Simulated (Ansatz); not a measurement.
Ir (diamond): energy against volume

These are results of DFT, LDA (PW92), plane waves (420 eV) with PAW, scalar-relativistic in Ansatz, not measurements. The PAW files were generated under PBE, with cores re-solved for the functional.

The cell is scaled uniformly from the relaxed one, with fractional coordinates and shape fixed. Energies are extrapolated to zero smearing, pressures are those at the given smearing. Magnetic state: spin not included.

A Birch-Murnaghan fit gives V₀ = 20.50 Å³/atom, B₀ = 218 GPa, B₀′ = 4.9.

What are the energy above the minimum and the pressure at 18.074 Å³/atom?

250.9 meV/atom and 37.60 GPa as computed.

What are the energy above the minimum and the pressure at 22.182 Å³/atom?

80.3 meV/atom and -13.89 GPa as computed.

What are the energy above the minimum and the pressure at 23.003 Å³/atom?

165.6 meV/atom and -18.61 GPa as computed.
